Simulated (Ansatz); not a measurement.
NaI:
```
CELL_PARAMETERS angstrom
      0.00000     3.26400     3.26400
      3.26400     0.00000     3.26400
      3.26400     3.26400     0.00000
ATOMIC_POSITIONS crystal
  Na 0.00000 0.00000 0.00000
  I  0.50000 0.50000 0.50000
```

This is the PBE-relaxed structure.

All from plane-wave PAW PBE (Ansatz code), unless another level is named. Predict the Poisson's ratio.

0.27.

Next, the vibrational entropy at 300 K?

50.8 J/(K·mol of atoms).

Space group Fm-3m (rock salt). The PBE relaxation kept the symmetry of its start; phonons on a q-mesh show no instability. Scalar-relativistic: spin–orbit coupling is off unless named, which matters more the heavier the elements.

Potentials: the later of the program's two PAW sets.
